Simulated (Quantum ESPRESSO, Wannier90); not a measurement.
## TaAs (I4₁md): Wannier90 run

Structure: Materials Project mp-1936, symmetrised, not relaxed again. Not found in the COD (Crystallography Open Database) copy used; not checked further. Computed values, not measurements, from LDA: Quantum ESPRESSO (norm-conserving PseudoDojo potentials, cutoff 64 Ry, no spin polarisation, no spin-orbit coupling) on a Γ-centred 6×6×6 mesh, then Wannier90. Density: 10×10×10 mesh, cold smearing 0.01 Ry. Spin-orbit coupling is left out although heavy elements are present.

On the energy scale of pw.x, whose zero is arbitrary, the Fermi level lies at 16.75 eV.

Input w.win:

```
num_bands = 6
num_wann = 6
exclude_bands = 1-12,19-58
num_iter = 800
conv_tol = 1.0e-6
conv_window = 4
write_hr = true
write_u_matrices = true
auto_projections = true
begin unit_cell_cart
ang
    0.0000000000   -3.4436300000    0.0000000000
    3.4436300000    0.0000000000    0.0000000000
   -1.7218150000    1.7218150000    5.8679400000
end unit_cell_cart
begin atoms_frac
Ta   0.2499700000 -0.2500300000  0.4999400000
Ta   0.4999700000  0.4999700000 -0.0000600000
As  -0.1673700000  0.3326300000 -0.3347400000
As   0.0826300000  0.0826300000  0.1652600000
end atoms_frac
mp_grid = 6 6 6
begin kpoints
0.0000000000 0.0000000000 0.0000000000
0.0000000000 0.0000000000 0.1666666667
0.0000000000 0.0000000000 0.3333333333
... (213 more lines: the 6x6x6 mesh through Gamma)
end kpoints
```

Input of pw2wannier90.x that gives the overlap and projection files (equivalent; here they were cut from one run over all bands):

```
&inputpp
  outdir = './out'
  prefix = 'pwscf'
  seedname = 'w'
  write_amn = .true.
  write_mmn = .true.
  atom_proj = .true.
  atom_proj_exclude = 1 5 6 7 8 9 10 11 15 16 17 18 19 20 21 22 23 24 25 26 27 28 29 30 31 32 33 34 35 36 37 38
/
```

Output w.wout (banner and timings cut):

```
                                    ------
                                    SYSTEM
                                    ------

                              Lattice Vectors (Ang)
                    a_1     0.000000  -3.443630   0.000000
                    a_2     3.443630   0.000000   0.000000
                    a_3    -1.721815   1.721815   5.867940

                   Unit Cell Volume:      69.58548  (Ang^3)

                        Reciprocal-Space Vectors (Ang^-1)
                    b_1     0.000000  -1.824582   0.535383
                    b_2     1.824582   0.000000   0.535383
                    b_3    -0.000000   0.000000   1.070765

 *----------------------------------------------------------------------------*
 |   Site       Fractional Coordinate          Cartesian Coordinate (Ang)     |
 +----------------------------------------------------------------------------+
 | ta   1   0.24997  -0.25003   0.49994   |   -1.72181   0.00000   2.93362    |
 | ta   2   0.49997   0.49997  -0.00006   |    1.72182  -1.72182  -0.00035    |
 | as   1  -0.16737   0.33263  -0.33474   |    1.72181   0.00000  -1.96423    |
 | as   2   0.08263   0.08263   0.16526   |    0.00000   0.00000   0.96974    |
 *----------------------------------------------------------------------------*
                                ------------
                                K-POINT GRID
                                ------------

             Grid size =  6 x  6 x  6      Total points =  216

 *---------------------------------- MAIN ------------------------------------*
 |  Number of Wannier Functions               :                 6             |
 |  Number of Objective Wannier Functions     :                 6             |
 |  Number of input Bloch states              :                 6             |
 |  Output verbosity (1=low, 5=high)          :                 1             |
 |  Timing Level (1=low, 5=high)              :                 1             |
 |  Optimisation (0=memory, 3=speed)          :                 3             |
 |  Length Unit                               :               Ang             |
 |  Post-processing setup (write *.nnkp)      :                 F             |
 |  Using Gamma-only branch of algorithms     :                 F             |
 *----------------------------------------------------------------------------*
 *------------------------------- WANNIERISE ---------------------------------*
 |  Total number of iterations                :               800             |
 |  Number of CG steps before reset           :                 5             |
 |  Trial step length for line search         :             2.000             |
 |  Convergence tolerence                     :         0.100E-05             |
 |  Convergence window                        :                 4             |
 |  Iterations between writing output         :                 1             |
 |  Iterations between backing up to disk     :               100             |
 |  Write r^2_nm to file                      :                 F             |
 |  Write xyz WF centres to file              :                 F             |
 |  Write on-site energies <0n|H|0n> to file  :                 F             |
 |  Use guiding centre to control phases      :                 F             |
 |  Use phases for initial projections        :                 F             |
 *----------------------------------------------------------------------------*
 *-------------------------------- PLOTTING ----------------------------------*
 |  Plotting Hamiltonian in WF basis          :                 T             |
 *----------------------------------------------------------------------------*

 *---------------------------------- K-MESH ----------------------------------*
 +----------------------------------------------------------------------------+
 |                    Distance to Nearest-Neighbour Shells                    |
 |                    ------------------------------------                    |
 |          Shell             Distance (Ang^-1)          Multiplicity         |
 |          -----             -----------------          ------------         |
 |             1                   0.178461                      2            |
 |             2                   0.316918                      8            |
 |             3                   0.356922                      2            |
 |             4                   0.405134                      8            |
 |             5                   0.430058                      4            |
 |             6                   0.465616                      8            |
 |             7                   0.535383                      2            |
 |             8                   0.539932                      8            |
       ... (lines left out)
 +----------------------------------------------------------------------------+
 | The b-vectors are chosen automatically                                     |
 | The following shells are used:                       1,  2                 |
 +----------------------------------------------------------------------------+
 |                        Shell   # Nearest-Neighbours                        |
 |                        -----   --------------------                        |
 |                          1               2                                 |
 |                          2               8                                 |
 +----------------------------------------------------------------------------+
 | Completeness relation is fully satisfied [Eq. (B1), PRB 56, 12847 (1997)]  |
 +----------------------------------------------------------------------------+
 |                  b_k Vectors (Ang^-1) and Weights (Ang^2)                  |
 |                  ----------------------------------------                  |
 |            No.         b_k(x)      b_k(y)      b_k(z)        w_b           |
 |            ---        --------------------------------     --------        |
 |             1         0.000000    0.000000    0.178461    12.996004        |
 |             2         0.000000    0.000000   -0.178461    12.996004        |
 |             3         0.304097    0.000000    0.089230     2.703434        |
 |             4         0.000000   -0.304097    0.089230     2.703434        |
 |             5         0.304097    0.000000   -0.089230     2.703434        |
 |             6         0.000000   -0.304097   -0.089230     2.703434        |
 |             7        -0.304097    0.000000   -0.089230     2.703434        |
 |             8        -0.304097    0.000000    0.089230     2.703434        |
 |             9         0.000000    0.304097   -0.089230     2.703434        |
 |            10         0.000000    0.304097    0.089230     2.703434        |
 +----------------------------------------------------------------------------+
 |                           b_k Directions (Ang^-1)                          |
 |                           -----------------------                          |
 |            No.           x           y           z                         |
 |            ---        --------------------------------                     |
 |             1         0.000000    0.000000    0.178461                     |
 |             2         0.304097    0.000000    0.089230                     |
 |             3         0.000000   -0.304097    0.089230                     |
 |             4         0.304097    0.000000   -0.089230                     |
 |             5         0.000000   -0.304097   -0.089230                     |
 +----------------------------------------------------------------------------+

 Starting a new Wannier90 calculation ...

 Reading overlaps from w.mmn

 Reading projections from w.amn

 *------------------------------- WANNIERISE ---------------------------------*
 +--------------------------------------------------------------------+<-- CONV
 | Iter  Delta Spread     RMS Gradient      Spread (Ang^2)            |<-- CONV
 +--------------------------------------------------------------------+<-- CONV

 ------------------------------------------------------------------------------
 Initial State
  WF centre and spread    1  ( -1.721815,  0.000000,  2.915334 )     0.65399463
  WF centre and spread    2  ( -1.721815,  0.000000,  2.931778 )     0.75067932
  WF centre and spread    3  ( -1.721815, -0.000000,  2.950127 )     0.65179675
  WF centre and spread    4  (  1.721815, -1.721815, -0.018636 )     0.65399462
  WF centre and spread    5  (  1.721815, -1.721815,  0.016157 )     0.65179675
  WF centre and spread    6  (  1.721815, -1.721815, -0.002192 )     0.75067932
  Sum of centres and spreads ( -0.000000, -5.165445,  8.792567 )     4.11294140

      0     0.411E+01     0.0000000000        4.1129413794  <-- CONV
        O_D=      0.0002026 O_OD=      0.0050970 O_TOT=      4.1129414 <-- SPRD
 ------------------------------------------------------------------------------
      1    -0.944E-05     0.0022695328        4.1129319364  <-- CONV
        O_D=      0.0002024 O_OD=      0.0050878 O_TOT=      4.1129319 <-- SPRD
      2    -0.217E-05     0.0012151305        4.1129297667  <-- CONV
        O_D=      0.0002025 O_OD=      0.0050856 O_TOT=      4.1129298 <-- SPRD
      3    -0.119E-05     0.0012040699        4.1129285754  <-- CONV
        O_D=      0.0002024 O_OD=      0.0050844 O_TOT=      4.1129286 <-- SPRD
      4    -0.349E-06     0.0006126048        4.1129282263  <-- CONV
        O_D=      0.0002024 O_OD=      0.0050841 O_TOT=      4.1129282 <-- SPRD
      5    -0.104E-06     0.0003546223        4.1129281223  <-- CONV
        O_D=      0.0002024 O_OD=      0.0050840 O_TOT=      4.1129281 <-- SPRD
      6    -0.263E-07     0.0001742042        4.1129280960  <-- CONV
        O_D=      0.0002024 O_OD=      0.0050840 O_TOT=      4.1129281 <-- SPRD
      7    -0.667E-08     0.0000996924        4.1129280894  <-- CONV
        O_D=      0.0002024 O_OD=      0.0050840 O_TOT=      4.1129281 <-- SPRD
             <<<     Delta < 1.000E-06  over  4 iterations     >>>
             <<< Wannierisation convergence criteria satisfied >>>
 Final State
  WF centre and spread    1  ( -1.721815,  0.000000,  2.915333 )     0.65399025
  WF centre and spread    2  ( -1.721815,  0.000000,  2.931780 )     0.75067649
  WF centre and spread    3  ( -1.721815, -0.000000,  2.950125 )     0.65179732
  WF centre and spread    4  (  1.721815, -1.721815, -0.018637 )     0.65399025
  WF centre and spread    5  (  1.721815, -1.721815,  0.016155 )     0.65179732
  WF centre and spread    6  (  1.721815, -1.721815, -0.002190 )     0.75067649
  Sum of centres and spreads ( -0.000000, -5.165445,  8.792566 )     4.11292811

         Spreads (Ang^2)       Omega I      =     4.107641747
        ================       Omega D      =     0.000202377
                               Omega OD     =     0.005083965
    Final Spread (Ang^2)       Omega Total  =     4.112928089
```
